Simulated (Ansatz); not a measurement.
CuAu: pressure against volume

CuAu, P4/mmm, a = 2.834 Å, c = 3.538 Å. The structure is a COD entry; whether it is the stable form wasn't checked. Ansatz: PBEsol, PAW, 420 eV, Γ-centred 14×14×12 mesh on 2 atoms, Gaussian smearing 0.10 eV; no spin polarisation. Shape and atoms are relaxed at each volume; pressure is positive in compression.

```
V (Å³/atom) P (GPa)
     12.506        ?
     12.933    20.68
     13.359    12.46
     13.786     5.66
     14.212     0.00
     14.638    -4.70
     15.065    -8.54
     15.633   -12.64
```

Question: Take V0 = 14.212 Å³/atom, fit the third-order Birch–Murnaghan form to the other rows, and predict the missing pressure.

Answer: With the Eulerian strain f = ½[(V0/V)^(2/3) − 1] and y = P/[3f(1 + 2f)^(5/2)], the form is the line y = B0 + 1.5 B0 (B0′ − 4) f. Rows (f, y): 0.03244, 181.6; 0.02106, 177.9; 0.01025, 175.0; -0.00975, 168.8; -0.01906, 164.6; -0.03078, 160.5. Means f = 0.0006933, y = 171.40; Σ(Δf)² = 0.003004, ΣΔfΔy = 0.9951; the slope is their ratio. y = 171.2 + 331.3 f GPa, so B0 = 171.2 GPa and B0′ = 4 + 2 × (331.3)/(3 × 171.2) = 5.29. At V = 12.506, f = 0.04450, y = 185.94 and P = 30.72 GPa. The run gave 30.68 GPa, so the fit is 0.04 GPa too high, within twice the rms miss on the fitted rows (0.03 GPa).

Spin–orbit coupling is left out, which can shift energies with elements as heavy as these.

Cost: 8 runs of about 4.9 core-minutes in all, on Arm Neoverse V2 (shared hosts).